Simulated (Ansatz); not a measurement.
## Clamped-ion strain scan in Ag

The calculation used DFT PBEsol, scalar-relativistic, plane waves, PAW (Ansatz 0.2.0). Settings: plane waves to 420 eV, k-mesh 26×26×26 (Γ-centred), Gaussian smearing 0.15 eV. No spin polarisation. Energies are free energies at this smearing, counted from the undisturbed cell; pressure is positive in compression.

The undisturbed cell (relaxed at this level; with this scan's settings it stands at -0.1 GPa):

```xyz
1
Lattice="0.0000 2.0272 2.0272 2.0272 0.0000 2.0272 2.0272 2.0272 0.0000" Properties=species:S:1:pos:R:3 pbc="T T T"
Ag    0.0000    0.0000    0.0000
```

The cell is strained by ε times the Voigt pattern (1, -1, 0, 0, 0, 0) (xx, yy, zz, yz, xz, xy; engineering shear) with fractional coordinates fixed. The cell is metallic on the mesh throughout.

Problem. Over the sampled range (-0.0200 to 0.0175), is the undisturbed cell the lowest point?

Solution. Yes, every other sampled point lies higher (or within rounding).

The scan:

| ε | ΔE (meV/atom) |
| --- | --- |
| -0.0200 | 1.8 |
| -0.0100 | 0.5 |
| 0.0000 | 0.0 |
| 0.0025 | 0.0 |
| 0.0050 | 0.1 |
| 0.0075 | 0.3 |
| 0.0125 | 0.7 |
| 0.0150 | 1.0 |
| 0.0175 | 1.4 |

Cost: 9 runs of about 3.5 core-minutes in all, on Arm Neoverse V2 (shared hosts).